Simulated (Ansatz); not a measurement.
The relaxed structure here is a generated cell of MgS: the first start was made by a random draw of sites in a space group, and the end was not matched to a known phase here, so it may be hypothetical. Known forms of MgS include space group No. 216, 225.

One stationary structure of MgS. These are r2SCAN (plane waves to 500 eV, PAW, scalar-relativistic; Ansatz, a quantum-chemistry and plane-wave program) values and carry that method's errors.

```xyz
2
Lattice="2.5755 1.4870 1.6156 -2.5755 1.4870 1.6156 0.0000 -2.9740 1.6156" Properties=species:S:1:pos:R:3 pbc="T T T"
Mg     0.0000     0.0000     0.0000
S      0.0000     0.0000     2.4234
```

Q: Find the space group and the Wyckoff positions (tolerance 0.01 Å).

A: Space group R-3m, hexagonal axes (No. 166); a = b = 5.151 Å, c = 4.847 Å, α = β = 90.00°, γ = 120.00°

```tsv
atom	site	symmetry	x	y	z
Mg	3a	-3m	0.0000	0.0000	0.0000
S	3b	-3m	0.0000	0.0000	0.5000
```

Q: Give the shortest distances between elements (the closest pairs, up to four, under 3.6 Å).

A: Mg–S 2.42 Å; Mg–Mg 3.38 Å; S–S 3.38 Å.

```yaml
volume_per_atom: 18.56 Å³
band_gap: 1.16 eV, direct (no spin-orbit coupling)
```

No spin polarisation in the result.

The run could not lose the symmetry of its start, so the end can be a saddle point.

All atoms sit on sites fixed by symmetry, so only the cell could relax.
